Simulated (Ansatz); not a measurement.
The elements of this relaxed trial crystal are hidden behind letters.

```
lattice vectors (Å)
   4.8441    0.0000    0.0000
   0.0000    4.8441    0.0000
   0.0000    0.0000    6.7570
fractional positions
X 0.5000 0.0000 0.7930
X 0.0000 0.5000 0.2070
Z 0.5000 0.0000 0.4029
Z 0.0000 0.5000 0.5971
Z 0.0000 0.0000 0.0000
Q 0.5000 0.5000 0.0000
```

These are results of DFT PBE, scalar-relativistic, plane waves, PAW (Ansatz), not measurements. Settings of the last relaxation (6-atom cell): 420 eV, 8×8×6 k points, Gaussian smearing of 0.10 eV, collinear spin.

* Space group: P-4m2 (No. 115)
* Conventional cell: a = 4.844 Å, c = 6.757 Å
* Volume per atom: 26.43 Å³
* Density: 4.79 g/cm³
* Energy over the elements: −0.63 eV/atom
* Gap on the 8×8×6 mesh of the 6-atom cell: 0 eV (a metal)
* Net moment per atom: 0.67 μB

Energies are uncorrected and count from the elements' standard states at the same level.

Question: X is a d-block element of period 5, Z is a p-block element of period 4 and Q is a p-block element of period 3. Which elements are they?

Answer: X = Zr, Z = Br, Q = Cl, so the formula is Zr2Br3Cl. Density times volume gives a mean mass of 4.79 × 26.43/1.6605 = 76.2 u per atom, and this set has 76.3 u. Around Zr lie 1 Br at 2.64 Å, 2 Br at 2.80 Å and 2 Cl at 2.80 Å; Br on a site of symmetry 2mm has 1 Zr at 2.64 Å, 2 Cl at 3.64 Å, 6 Br at 3.64–3.67 Å and 4 Zr at 3.67 Å; Cl is surrounded by 4 Zr at 2.80 Å, 4 Br at 3.43 Å and 4 Br at 3.64 Å; 1 more site not described. Other sets within the hints have nearly the same mass, so mass alone doesn't settle it; this one was computed.

The magnetic state reached may not be the lowest. Symmetry constrained the relaxation, so the result can be a saddle point. Another cell of Zr2Br3Cl relaxed alike, in P-6m2, lies 43 meV/atom lower, so this cell isn't the stable form at this level.
